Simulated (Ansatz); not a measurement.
**Cs₃Al₂F₉, one structure, two calculations**

Cell: a structure deposited in the COD, ions relaxed with PBE at fixed cell.

Space group P6_3/mmc (No. 194); a = 6.2535, c = 14.7193 Å, γ = 120.00°.

| site | Wyckoff | site symmetry | x | y | z |
| --- | --- | --- | --- | --- | --- |
| Cs1 | 2d | -6m2 | 0.3333 | 0.6667 | 0.7500 |
| Cs3 | 4f | 3m. | 0.3333 | 0.6667 | 0.4359 |
| Al | 4e | 3m. | 0.0000 | 0.0000 | 0.1566 |
| F11 | 6h | mm2 | 0.1275 | 0.2550 | 0.2500 |
| F17 | 12k | .m. | 0.2854 | 0.1427 | 0.0997 |

One atom of each set is listed.

First run. Method: Kohn–Sham DFT in Ansatz, PBE, plane waves and PAW, scalar-relativistic, 420 eV cutoff, Γ-centred 4×4×2 k-points, Fermi–Dirac smearing 0.02 eV.

```tsv
site	V_zz (10²¹ V/m²)	η
Cs1	-2.04	0.00
Cs3	4.49	0.00
Al	0.84	0.00
F11	-6.58	0.28
F17	6.81	0.24
```

Second run. The same atoms and settings, except that the functional is r2SCAN and the cutoff is 500 eV.

Q: What does the second run give?

A: 

```tsv
site	V_zz	η	change of V_zz
Cs1	-2.28	0.00	-0.24
Cs3	4.73	0.00	+0.24
Al	0.85	0.00	+0.01
F11	-6.63	0.28	-0.05
F17	6.75	0.23	-0.06
```

The largest change of V_zz is on Cs1, from -2.04 to -2.28. In per cent, |V_zz| changes by +5 to +12 on Cs, +2 on Al, -1 to +1 on F (all sites that start above 0.5).

Without spin–orbit coupling (the program notes it for Cs) the gradients are little affected as a rule: paired runs on crystals with a gap mostly move them by under 2 % at such atoms. The database positions were far from equilibrium, so the relaxed structure may not be the compound's real one.
For the second run: The largest force is 0.4 eV/Å, so the atoms aren't at the calculated equilibrium and relaxing them would move these values. With these PAW files V_zz is typically within 2 to 3 % of all-electron values, but misses above 10 % occur on Al.
